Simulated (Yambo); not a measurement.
Cs2KYF6 (space group Fm-3m, No. 225), G0W0@PBEsol in Yambo with this input:

```
rim_cut
gw0
dyson
el_el_corr
HF_and_locXC
ppa
em1d
RandQpts= 1000000
RandGvec= 1 Ry
EXXRLvcs= 84 Ry
VXCRLvcs= 336 Ry
Chimod= "HARTREE"
% BndsRnXp
 1 | 409 |
%
NGsBlkXp= 8 Ry
% LongDrXp
 1.0 | 1.0 | 1.0 |
%
PPAPntXp= 27.2114 eV
% GbndRnge
 1 | 409 |
%
GTermKind= "BG"
DysSolver= "n"
ExtendOut
```

On a 2×2×2 mesh, with wavefunctions cut at 84 Ry, the gap (Γ → Γ) is 9.677 eV and the valence edge shifts by -2.334 eV.

What happens with this change: pole fitted at 55 eV?

The gap rises by 0.067 eV, to 9.744 eV; the shift of the valence edge becomes -2.439 eV. Neither run is shown to be the converged limit.

Geometry of the Materials Project entry, not relaxed at this level; primitive cell a = 6.8033 Å, b = 6.8033 Å, c = 6.8033 Å, α = 60.00°, β = 60.00°, γ = 60.00°.

A shift is the quasiparticle energy of the state minus its PBEsol energy.
